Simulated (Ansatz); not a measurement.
## Is this TaSnO structure a true minimum?

The cell was found from a structure generator's guess, not taken from experiment.

The calculation used DFT PBE, scalar-relativistic, plane waves, PAW in Ansatz. Plane waves to 420 eV, a k mesh through Γ of 10×10×10 on the computed 3-atom cell and Gaussian smearing (0.10 eV); no spin polarisation.

The cell below (3 atoms, space group P4/mmm (No. 123)) is relaxed within its symmetry.

```cif
data_structure
_symmetry_space_group_name_H-M 'P 1'
_symmetry_Int_Tables_number 1
_cell_length_a 4.0615
_cell_length_b 4.0615
_cell_length_c 3.8579
_cell_angle_alpha 90.000
_cell_angle_beta 90.000
_cell_angle_gamma 90.000
_cell_volume 63.64
loop_
_atom_site_label
_atom_site_type_symbol
_atom_site_fract_x
_atom_site_fract_y
_atom_site_fract_z
_atom_site_occupancy
Ta1 Ta 0.00000 0.00000 0.00000 1
Sn1 Sn 0.50000 0.50000 0.00000 1
O1 O 0.00000 0.00000 0.50000 1
```

For the test a repeat of it with 6 atoms (edges 4.06, 4.06, 7.72 Å) was strained at random (σ = 1.5 % a component), the atoms were moved at random (σ = 0.15 Å), and all was relaxed again on a coarse 6×6×4 mesh (in the run’s order of axes) with 0.20 eV smearing, with no symmetry imposed.

Spin–orbit coupling, which can matter for Ta, is left out. An odd number of electrons in the primitive cell allows no gap without spin; a larger cell or a magnetic state could open one.

**Question.** Does it come back?

**Answer.** It doesn't return. The energy falls by 103 meV/atom on that mesh, the volume changes by -0.6 %, and the end has space group P4/mmm (No. 123) at a loose tolerance. Relaxed again on an 8×8×4 mesh with 0.10 eV smearing, the new structure lies 97 meV/atom below the first (mesh in the axes of the run's cell; the cell below is made exact in the group named). Space group P4/mmm (No. 123), tetragonal, a = 4.042 Å, c = 7.752 Å. Ta has 2 O at 1.93–1.95 Å and 4 Sn at 2.90 Å; Sn is surrounded by 1 Sn at 2.87 Å, 4 Ta at 2.90 Å and 4 O at 3.20 Å; around O on its first site lie 2 Ta at 1.95 Å and 8 Sn at 3.20 Å; O on its second site has 2 Ta at 1.93 Å.

Space group P4/mmm (No. 123). a = 4.042 Å, b = 4.042 Å, c = 7.752 Å, α = 90.00°, β = 90.00°, γ = 90.00°
| atom | site | symmetry | x | y | z |
| --- | --- | --- | --- | --- | --- |
| Ta | 2g | 4mm | 0.0000 | 0.0000 | 0.7490 |
| Sn | 2h | 4mm | 0.5000 | 0.5000 | 0.8150 |
| O | 1a | 4/mmm | 0.0000 | 0.0000 | 0.0000 |
| O | 1b | 4/mmm | 0.0000 | 0.0000 | 0.5000 |
